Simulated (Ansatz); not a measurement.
# Is this IrRu2 structure stable?

The cell was found from a structure generator's guess, not taken from experiment.

All numbers below come from DFT PBE, scalar-relativistic, plane waves, PAW (Ansatz). Cutoff 420 eV, Γ-centred 18×18×4 mesh (6-atom cell), Gaussian smearing of 0.10 eV, no spin polarisation.

```
CELL_PARAMETERS angstrom
2.73238 0.00000 0.00000
-1.36619 2.36631 0.00000
0.00000 0.00000 12.99675
ATOMIC_POSITIONS crystal
Ru 0.33333 0.66667 0.91910
Ru 0.33333 0.66667 0.58090
Ru 0.66667 0.33333 0.08090
Ru 0.66667 0.33333 0.41910
Ir 0.33333 0.66667 0.25000
Ir 0.66667 0.33333 0.75000
```

Formation energies are uncorrected and refer to the elements' standard structures at the same level.

Problem. These tests were run: energy against the elements; phonons at Γ. What do they show?

Solution.

| test | result |
| --- | --- |
| energy against the elements | −0.04 eV/atom |
| phonons at Γ | lowest optical mode 73 cm⁻¹ |

It fails none of these tests. Other phases of the system weren't compared here, so this isn't yet thermodynamic stability. Phonons away from Γ weren't computed.

For metals, differences of a few meV/atom aren't resolved. These runs have no spin–orbit coupling, which can matter for Ir. The run for the phonons used an 18×18×4 k mesh and Fermi–Dirac smearing of 0.15 eV.
